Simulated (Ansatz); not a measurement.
Relaxation of a generated cell, VSi2 built in the AFLOW prototype A2B_tI12_141_e_a (C5, as in TiO2); 6 atoms in the cell, which starts as I4₁/amd, origin choice 1 (No. 141), tI12; a = b = 3.976 Å, c = 9.993 Å, α = β = γ = 90.00°. These are PBE (plane waves to 420 eV, PAW, scalar-relativistic; Ansatz, a program for electronic structure) values and carry that method's errors. Γ-centred k-mesh 8×8×8 on the run's cell (coarser than for final values), Fermi–Dirac smearing 0.05 eV. This is the first round of the run. Spin-polarised start, with parallel moments on V.

The optimiser's lines from the output (shortened; P is positive under compression):

```
relax step   1: F+E_penalty+E_count = -8359.42181407 eV  Δ(F+E_penalty+E_count) = +0.000e0 eV  max|allowed force component| = 2.348e-2 eV/Å  Δτ_max = 0.0000 Å  P = +51.887 GPa  Ω = 78.979 Å³  (16 SCF iters, dr2 threshold 1.00e-7 eV, accepted)
relax step   2: F+E_penalty+E_count = -8362.01289123 eV  Δ(F+E_penalty+E_count) = -2.591e0 eV  max|allowed force component| = 2.546e-1 eV/Å  Δτ_max = 0.0005 Å  P = +26.156 GPa  Ω = 87.936 Å³  (12 SCF iters, dr2 threshold 6.00e-7 eV, accepted)
relax step   3: F+E_penalty+E_count = -8363.39484550 eV  Δ(F+E_penalty+E_count) = -1.382e0 eV  max|allowed force component| = 4.431e-1 eV/Å  Δτ_max = 0.0179 Å  P = +11.047 GPa  Ω = 94.856 Å³  (22 SCF iters, dr2 threshold 6.00e-7 eV, accepted)
relax step   4: F+E_penalty+E_count = -8364.41775306 eV  Δ(F+E_penalty+E_count) = -1.023e0 eV  max|allowed force component| = 6.364e-1 eV/Å  Δτ_max = 0.0432 Å  P = +1.190 GPa  Ω = 97.648 Å³  (10 SCF iters, dr2 threshold 6.00e-7 eV, accepted)
relax step   5: F+E_penalty+E_count = -8365.22433411 eV  Δ(F+E_penalty+E_count) = -8.066e-1 eV  max|allowed force component| = 6.751e-1 eV/Å  Δτ_max = 0.0392 Å  P = -2.530 GPa  Ω = 96.385 Å³  (10 SCF iters, dr2 threshold 6.00e-7 eV, accepted)
relax step   6: F+E_penalty+E_count = -8365.93790881 eV  Δ(F+E_penalty+E_count) = -7.136e-1 eV  max|allowed force component| = 5.484e-1 eV/Å  Δτ_max = 0.0360 Å  P = -3.861 GPa  Ω = 94.100 Å³  (10 SCF iters, dr2 threshold 6.00e-7 eV, accepted)
relax step   7: F+E_penalty+E_count = -8366.28605222 eV  Δ(F+E_penalty+E_count) = -3.481e-1 eV  max|allowed force component| = 1.492e-1 eV/Å  Δτ_max = 0.0365 Å  P = -0.928 GPa  Ω = 90.417 Å³  (10 SCF iters, dr2 threshold 6.00e-7 eV, accepted)
relax step   8: F+E_penalty+E_count = -8366.29471079 eV  Δ(F+E_penalty+E_count) = -8.659e-3 eV  max|allowed force component| = 5.336e-2 eV/Å  Δτ_max = 0.0244 Å  P = +0.268 GPa  Ω = 89.944 Å³  (8 SCF iters, dr2 threshold 6.00e-7 eV, accepted)
relax step   9: F+E_penalty+E_count = -8366.29400393 eV  Δ(F+E_penalty+E_count) = +7.069e-4 eV  max|allowed force component| = 3.584e-2 eV/Å  Δτ_max = 0.0278 Å  P = -0.571 GPa  Ω = 90.741 Å³  (8 SCF iters, dr2 threshold 6.00e-7 eV, rejected (line search))
relax step  10: F+E_penalty+E_count = -8366.29632975 eV  Δ(F+E_penalty+E_count) = -1.619e-3 eV  max|allowed force component| = 1.494e-2 eV/Å  Δτ_max = 0.0136 Å  P = +0.037 GPa  Ω = 90.240 Å³  (11 SCF iters, accepted)
relax step  11: F+E_penalty+E_count = -8366.29645728 eV  Δ(F+E_penalty+E_count) = -1.275e-4 eV  max|allowed force component| = 1.122e-4 eV/Å  Δτ_max = 0.0068 Å  P = +0.006 GPa  Ω = 90.354 Å³  (8 SCF iters, dr2 threshold 1.40e-8 eV, accepted)
relax step  12: F+E_penalty+E_count = -8366.45747803 eV  Δ(F+E_penalty+E_count) = -1.610e-1 eV  max|allowed force component| = 3.144e-3 eV/Å  Δτ_max = 0.0000 Å  P = +2.318 GPa  Ω = 90.354 Å³  stress off target by 3.37e0 GPa  SCF on the basis re-selected at this cell (its energy is not comparable with the rows above)  (11 SCF iters)
relax step  13: F+E_penalty+E_count = -8366.47482289 eV  Δ(F+E_penalty+E_count) = -1.734e-2 eV  max|allowed force component| = 1.722e-4 eV/Å  Δτ_max = 0.0033 Å  P = +0.341 GPa  Ω = 91.665 Å³  (9 SCF iters, dr2 threshold 6.00e-7 eV, accepted)
relax step  14: F+E_penalty+E_count = -8366.47514215 eV  Δ(F+E_penalty+E_count) = -3.193e-4 eV  max|allowed force component| = 5.075e-4 eV/Å  Δτ_max = 0.0000 Å  P = +0.011 GPa  Ω = 91.905 Å³  (7 SCF iters, dr2 threshold 5.82e-7 eV, accepted)
relax step  15: F+E_penalty+E_count = -8366.47514106 eV  Δ(F+E_penalty+E_count) = +1.094e-6 eV  max|allowed force component| = 3.611e-4 eV/Å  Δτ_max = 0.0000 Å  P = +0.003 GPa  Ω = 91.912 Å³  (7 SCF iters, dr2 threshold 1.29e-9 eV, accepted)
relax step  16: F+E_penalty+E_count = -8366.47556808 eV  Δ(F+E_penalty+E_count) = -4.270e-4 eV  max|allowed force component| = 2.817e-4 eV/Å  Δτ_max = 0.0000 Å  P = -0.004 GPa  Ω = 91.912 Å³  stress off target by 4.05e-3 GPa  SCF on the basis re-selected at this cell (its energy is not comparable with the rows above)  (8 SCF iters)
```

From the first to the last row the energy changes by -1.18 eV/atom and the volume by +16.4 %. The last row is marked as not comparable with the walk above it, whose basis was carried along; it does compare with step 1, since both stand on a basis selected at the nominal cutoff for their own cell.

Energy and pressure jump between steps 11 and 12 at one geometry, where the plane-wave basis was selected anew. While the cell walks, the set of plane waves is carried along, so its effective cutoff drifts with the strain; re-selecting it at 420 eV moved the energy by -0.027 eV/atom and the pressure by 2.3 GPa. Only step 1 and rows on a re-selected basis compare with each other.

Step 9 was rejected by the optimiser.

Later rounds, restarted from the end of this one on a renewed k-mesh, logged 8 more steps and released under 0.01 eV/atom more. The final structure after all rounds: I4₁/amd, origin choice 1 (No. 141), tI12; a = b = 4.787 Å, c = 8.027 Å, α = β = γ = 90.00°. Between re-selections the logged energies stand on a plane-wave basis carried along with the cell. No spin polarisation in the result: the starting moments vanished.

The run could not lose the symmetry of its start, so the end can be a saddle point.

The relaxed structure here is a generated cell of VSi2: the first start was made by placing the elements on the sites of a structure type, and the end was not matched to a known phase here, so it may be hypothetical.
